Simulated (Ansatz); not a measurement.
Energy against volume for GaN (zinc blende)

GaN (zinc blende)

```
CELL_PARAMETERS angstrom
      0.00000     2.24896     2.24896
      2.24896     0.00000     2.24896
      2.24896     2.24896     0.00000
ATOMIC_POSITIONS crystal
  N  0.75000 0.75000 0.75000
  Ga 0.00000 0.00000 0.00000
```

E(V) scan at fixed shape, V₀ the volume above. Symmetry pins the atoms to their sites.

Method: r2SCAN (plane waves to 500 eV, PAW, scalar-relativistic; Ansatz, a quantum-chemistry and plane-wave program). k mesh 13×13×13 (Γ-centred), Fermi-Dirac smearing 0.05 eV. E stands for the smeared free energy. Stress and pressure are positive under compression. GaN was relaxed with its symmetry unable to fall. ΔE is measured from the relaxed starting cell.

| V (Å³/cell) | ΔE (eV/atom) | P (GPa) |
|---|---|---|
| 20.47 | 0.0840 | 25.9 |
| 20.85 | 0.0565 | 20.6 |
| 21.23 | 0.0350 | 15.7 |
| 21.61 | 0.0191 | 11.3 |
| 21.99 | 0.0082 | 7.2 |
| 22.37 | 0.0020 | 3.4 |
| 22.75 | 0.0000 | 0.0 |
| 23.13 | 0.0019 | -3.1 |
| 23.51 | 0.0073 | -6.0 |
| 23.89 | 0.0160 | -8.6 |
| 24.27 | 0.0277 | -11.0 |
| 24.65 | 0.0420 | -13.2 |
| 25.02 | 0.0589 | -15.2 |

Summary:

```
Quantity                                                  Result
-------------------------------------------------  -------------
Pressure at the smallest volume                         25.9 GPa
Energy cost of the largest compression             84.0 meV/atom
Energy cost of the largest expansion               58.9 meV/atom
Bulk modulus B₀ (third-order Birch-Murnaghan fit)        196 GPa
Pressure derivative B₀′ (fit)                                4.3
Equilibrium volume of the fit                      11.37 Å³/atom
Pressure for 5 % compression (fit)                      11.2 GPa
```

The 13 points together took around 60 core-seconds (rough).

(A scan under strain: stresses follow from slopes of the energy per volume, elastic moduli from its curvatures.)
